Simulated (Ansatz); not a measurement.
Screening note. A cold calorimeter or bolometer resolves small energies when its absorber holds little heat, and in an insulator that falls as (T/Θ)³.

The reference row is Si. A cube of 1 mm edge at 1 K; all rows have a gap at this level.

Computed with Ansatz, a plane-wave PAW program. Debye temperature: PBE, elastic tensor, Hill average; volume per atom, density: PBE, relaxed cell.

Runs started from generated or typed cells of the structure named: MgO; Si; NaCl. Spin–orbit coupling is left out unless named.

Model: C per volume = 1944 J/(K·mol)(T/Θ)³/(0.6022 V) = 3228 (T/Θ)³/V; thermodynamic noise = √(k_B T² C_total); relative noise = noise/noise_ref.

| crystal | Debye temperature (K) | V (Å³/atom) | density (g/cm³) | C (J/K per cm³) | noise (eV) | noise (relative) |
|---|---|---|---|---|---|---|
| MgO (rock salt) | 895 | 9.62 | 3.48 | 4.680e-7 | 501.8 | 0.86 |
| KCl (rock salt) | 228 | 32.49 | 1.91 | 8.383e-6 | 2124 | 2.3 |
| Si (diamond type), reference | 630 | 20.46 | 2.28 | 6.310e-7 | 582.6 | 1.00 |
| LiCl (rock salt) | 402 | 17.08 | 2.06 | 2.909e-6 | 1251 | 2.1 |
| NaCl (rock salt) | 302 | 23.09 | 2.10 | 5.076e-6 | 1652 | 2.8 |

Q: Check the column «noise (relative)» against the rules: one row is wrong. Find and correct it.

A: The row of KCl shows 2.3. From its own inputs, relative noise: 2124/582.6 = 3.6. The other rows agree with the rules.

With the correction: Ranking by relative noise, lowest first: MgO (0.86 ± 0.079), Si (1.00 ± 0.092), LiCl (2.1 ± 0.20), NaCl (2.8 ± 0.26), KCl (3.6 ± 0.34). The ± follows from allowances picked for this note (Debye temperature 6 %, volume per atom 4 %), carried to first order and added in quadrature, each row's own inputs moving alone; ≈ joins neighbours closer than their two ± added in quadrature. 1 of the 4 others clearly beat the reference on this figure.

Θ comes from averaged elastic constants. Free carriers, two-level defects, nuclear spins and metal films add heat capacity that the Debye law lacks. Where several phases of a formula are at hand, those over 0.1 eV/atom above the lowest were not drawn (by r²SCAN where it compared them, else by the largest value; a layered or molecular lowest phase counts only with a dispersion term); other phases could lie lower still. The rows are a sample and no shortlist: familiar crystals first, some related and some not, whatever their agreement with measurement; tables with many equal figures were not kept. Limits of the draw: gap over 1 eV but for Si, Ge and GaAs, no magnets; for moduli and speeds, an anisotropy index under 2.5, no layered crystals; no unfamiliar magnets, and cubic perovskites only if shown or known to be stable. As a rule kept out of such tables: 4f compounds, open-shell compounds run without a Hubbard term, cells found unstable in the tests at hand, cells close to a higher symmetry, and runs set to a pressure or over 12 % in volume from the crystal's fullest run.
